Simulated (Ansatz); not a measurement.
Input and command of a calculation in Ansatz (plane waves; scalar-relativistic PAW potentials unless the input names others):

```yaml
crystal:
  lattice:
    - [7.9243780104, 0.0, -0.0019169964]
    - [-3.9621890052, 6.862712867, 0.0009584982]
    - [-2.6423665234, 0.0, 3.740072924]
  atoms:
    - { symbol: Bi, position: [0.5716479109, 0.6666666667, 0.7141008271], spin: 2.0 }
    - { symbol: Bi, position: [0.2383145776, 0.0, 0.7141008271], spin: 3.0 }
    - { symbol: Bi, position: [0.9049812442, 0.3333333333, 0.7141008271], spin: 3.0 }
    - { symbol: Bi, position: [0.0950187558, 0.6666666667, 0.2858991729], spin: 2.0 }
    - { symbol: Bi, position: [0.7616854224, 0.0, 0.2858991729], spin: 2.0 }
    - { symbol: Bi, position: [0.4283520891, 0.3333333333, 0.2858991729], spin: 3.0 }
basis:
  ecutwfc: 420
kpoints:
  mp_grid: { grid: [6, 6, 9] }
hamiltonian:
  xc: lda
scf:
  occupations: { method: gaussian, width: 0.1 }
output:
  forces: true
  eigenvalues: true
  stress: true
magnetization:
  spin_polarized: true
```

```bash
ansatz run input.yaml --threads 8 --pin off --max-ram 20480MiB --backend cpu --events-out ev --progress --plain --runs-dir out
```

Abridged log:
```
Pseudopotentials: kind: paw
Pseudopotential: Bi, paw, valence charge 15, recommended cutoff 420 eV (normal)
Functional definition: SPW92
Crystal: 6 atoms, lattice volume = 203.361 Å³
Basis set: ecut = 420 eV, 3995 PW (Γ)
Bands: 63, of which v1, the nominal top of the filled ones, is band 45 counted from 1 (44 counted from 0)
Symmetry: 1 space group operations
Space group: P1 (ITA 1), of the structure as read, at distance tolerance 5.9e-5 Å
Magnetic group: BNS 1.1 (UNI 1), of the structure as read, at distance tolerance 5.9e-5 Å
k-points: 164 of 324 (time reversal used)
Initial density: superposition of atomic densities (chi_scale 0.1, normalization cell)
Starting moments: Σ|m| = 15 μB on 6 of 6 sites
Initial wavefunctions: pseudopotential atomic-orbital guess
Functional: x = slater, c = lda
SCF iter   1: F=—  HF=-72511.154374 eV  |F-HF|=—  |Δ(HF+E_count)|=         —  Δρ=9.28e-2 (↑9.28e-2 ↓8.80e-2) dr2=2.21e-1  dr2_m=1.52e1  M=0.638 μB ∫|m|=0.642 μB  β_m=0.30  ethr=2.45e-4  ⟨swp⟩=1.5  Hψ=128522  notcnv=0
spin=Collinear: Kerker preconditioning applied to the charge; magnetization (m = ρ↑ − ρ↓) channel mixes plain (no charge-response kernel on spin).
SCF iter   2: F=—  HF=-72513.129460 eV  |F-HF|=—  |Δ(HF+E_count)|=    1.98e0  Δρ=6.55e-2 (↑6.55e-2 ↓6.22e-2) dr2=1.36e-1  dr2_m=7.58e0  M=0.374 μB ∫|m|=0.391 μB  β_m=0.30  ethr=2.45e-4  ⟨swp⟩=1.0  Hψ=20665  notcnv=0
SCF iter   3: F=—  HF=-72514.115629 eV  |F-HF|=—  |Δ(HF+E_count)|=   9.86e-1  Δρ=4.56e-2 (↑4.43e-2 ↓4.56e-2) dr2=8.47e-3  dr2_m=3.76e0  M=0.211 μB ∫|m|=0.242 μB  β_m=0.30  ethr=1.51e-4  ⟨swp⟩=2.5  Hψ=39126  notcnv=0
SCF iter   4: F=—  HF=-72514.625044 eV  |F-HF|=—  |Δ(HF+E_count)|=   5.09e-1  Δρ=3.19e-2 (↑3.15e-2 ↓3.19e-2) dr2=3.45e-3  dr2_m=1.87e0  M=0.120 μB ∫|m|=0.161 μB  β_m=0.30  ethr=9.41e-6  ⟨swp⟩=2.5  Hψ=35677  notcnv=0
SCF iter   5: F=—  HF=-72514.882133 eV  |F-HF|=—  |Δ(HF+E_count)|=   2.57e-1  Δρ=2.23e-2 (↑2.23e-2 ↓2.23e-2) dr2=3.66e-4  dr2_m=9.28e-1  M=0.076 μB ∫|m|=0.115 μB  β_m=0.30  ethr=3.83e-6  ⟨swp⟩=2.8  Hψ=31372  notcnv=0
SCF iter   6: F=—  HF=-72515.010547 eV  |F-HF|=—  |Δ(HF+E_count)|=   1.28e-1  Δρ=1.57e-2 (↑1.57e-2 ↓1.57e-2) dr2=1.48e-4  dr2_m=4.60e-1  M=0.054 μB ∫|m|=0.086 μB  β_m=0.30  ethr=4.07e-7  ⟨swp⟩=2.5  Hψ=37040  notcnv=0
SCF iter   7: F=—  HF=-72515.074647 eV  |F-HF|=—  |Δ(HF+E_count)|=   6.41e-2  Δρ=1.11e-2 (↑1.11e-2 ↓1.10e-2) dr2=8.69e-6  dr2_m=2.28e-1  M=0.040 μB ∫|m|=0.064 μB  β_m=0.30  ethr=1.64e-7  ⟨swp⟩=2.1  Hψ=35495  notcnv=0
Mixer restart at iter 7: flushing history
spin-set hold released at iteration 7 (site moments contracting): the magnetisation degrees of freedom join the quasi-Newton model from the next iteration; the mixer history was flushed
SCF iter   8: F=—  HF=-72515.106665 eV  |F-HF|=—  |Δ(HF+E_count)|=   3.20e-2  Δρ=7.78e-3 (↑7.78e-3 ↓7.77e-3) dr2=6.38e-6  dr2_m=1.13e-1  M=0.030 μB ∫|m|=0.048 μB  β_m=0.65  ethr=9.66e-9  ⟨swp⟩=3.0  Hψ=40250  notcnv=0
SCF iter   9: F=—  HF=-72515.138584 eV  |F-HF|=—  |Δ(HF+E_count)|=   3.19e-2  Δρ=8.07e-5 (↑7.88e-5 ↓8.07e-5) dr2=5.40e-7  dr2_m=1.18e-5  M=0.001 μB ∫|m|=0.006 μB  β_m=0.82  ethr=7.09e-9  ⟨swp⟩=4.9  Hψ=54941  notcnv=0
spin=Collinear: Resta preconditioning applied to the charge; magnetization (m = ρ↑ − ρ↓) channel mixes plain (no charge-response kernel on spin).
SCF iter  10: F=—  HF=-72515.138600 eV  |F-HF|=—  |Δ(HF+E_count)|=   1.63e-5  Δρ=2.63e-5 (↑2.63e-5 ↓2.57e-5) dr2=5.45e-8  dr2_m=1.25e-6  M=0.000 μB ∫|m|=0.002 μB  β_m=0.91  ethr=1.11e-10  ⟨swp⟩=7.1  Hψ=108786  notcnv=0
SCF iter  11: F=—  HF=-72515.138602 eV  |F-HF|=—  |Δ(HF+E_count)|=   1.89e-6  Δρ=1.16e-5 (↑1.03e-5 ↓1.16e-5) dr2=9.32e-8  dr2_m=2.19e-7  M=0.000 μB ∫|m|=0.001 μB  β_m=0.93  ethr=6.06e-11  ⟨swp⟩=5.1  Hψ=59597  notcnv=0
SCF iter  12: F=—  HF=-72515.138603 eV  |F-HF|=—  |Δ(HF+E_count)|=   3.37e-7  Δρ=3.01e-6 (↑3.01e-6 ↓2.67e-6) dr2=4.96e-8  dr2_m=1.33e-8  M=0.000 μB ∫|m|=0.000 μB  β_m=0.80  ethr=6.06e-11  ⟨swp⟩=5.2  Hψ=63349  notcnv=0
SCF iter  13: F=—  HF=-72515.138603 eV  |F-HF|=—  |Δ(HF+E_count)|=   1.25e-8  Δρ=5.44e-7 (↑5.29e-7 ↓5.44e-7) dr2=3.61e-10  dr2_m=4.78e-10  M=0.000 μB ∫|m|=0.000 μB  β_m=0.80  ethr=5.51e-11  ⟨swp⟩=4.8  Hψ=54559  notcnv=0
SCF iter  14: F=-72515.138603 eV  HF=-72515.138603 eV  |F-HF|=1.46e-11  |Δ(HF+E_count)|=  8.59e-10  Δρ=1.46e-7 (↑1.46e-7 ↓1.16e-7) dr2=5.23e-11  dr2_m=2.95e-11  M= 0.000 μB ∫|m|=0.000 μB  ethr=1.00e-12  ⟨swp⟩=2.8  Hψ=40175  notcnv=0
SCF 1 converged in 14 iterations: F = -72515.138603 eV  dr2 = 5.23e-11
WARN: the starting moments were not kept: the SCF closed with an absolute magnetisation of 1.8e-5 μB, where they sum to 15 μB in size (6 sites). That is at most 0.1 of that sum. Measured as dr2_m measures the in/out step, that magnetisation stands 6.7e-12 eV from none, at or under the dr2_threshold of 1.0e-7 eV: it is no larger than a step whose dr2_m would equal this threshold. The system may hold no moment; this SCF shows only that its start led to no more than that. To try another start: raise the starting moments (crystal.atoms[].spin, magnetization.per_species, magnetization.initial_magne ...
SCF converged after 14 iterations
Magnetization:  0.0000 μB (45.0000 up, 45.0000 down)
Absolute magnetization: 0.0000 μB (∫|ρ↑−ρ↓|, with the PAW one-centre terms)
Spin contamination: 0.0000 ħ² per cell (⟨S²⟩ above its minimum at these occupations)
Per-site moments (μB) at R_I (Å): [(2.08861470e-6, 1.27351991), (1.52461237e-6, 1.27351991), (1.59048547e-6, 1.27351991), (-1.73341857e-6, 1.27351991), (-1.67043184e-6, 1.27351991), (-2.23659752e-6, 1.27351991)]
Free energy (F): -72515.138603 eV
Harris-Foulkes:  -72515.138603 eV  (|F-HF|=1.46e-11)
Internal energy: -72515.134005 eV  (E = F + TS)
E sigma→0 (E₀):  -72515.136304 eV
Entropy (-TS):   -0.004598 eV (-0.766 meV/atom)
Fermi energy:    9.863608 eV
--- Forces (eV/Å), atoms counted from 1 ---
  atom   1  Bi     0.00757642     0.00000023    -0.00081891
  atom   2  Bi     0.00757658    -0.00000237    -0.00081919
  atom   3  Bi     0.00757570     0.00000230    -0.00081951
  atom   4  Bi    -0.00757674     0.00000171     0.00081890
  atom   5  Bi    -0.00757612    -0.00000239     0.00081888
  atom   6  Bi    -0.00757589     0.00000051     0.00081938
--- Stress (GPa, compression-positive) ---
       -1.355306       0.000004      -0.017894
        0.000004      -1.373673       0.000000
       -0.017894       0.000000      -0.066206
  P = ⅓ Tr σ = -0.9317 GPa (-9.317 kbar)
```

Apart from outputs and empty bands, the input differs from a reference run on usual settings in magnetization: not typed → {"spin_polarized": true} (ferro starting moments). The reference, at the same geometry (not necessarily relaxed), gave pressure -0.93 GPa, largest force 0.008 eV/Å, no gap on the mesh. This run converged in 14 SCF iterations (reference: 6) with an energy at zero smearing within 0.01 meV/atom of the reference's, pressure -0.93 GPa, largest force 0.008 eV/Å, no gap on the mesh.

The run took 37 s on 8 threads of Intel(R) Xeon(R) 6975P-C (Granite Rapids), with other jobs on the host, peak memory 2.7 GiB.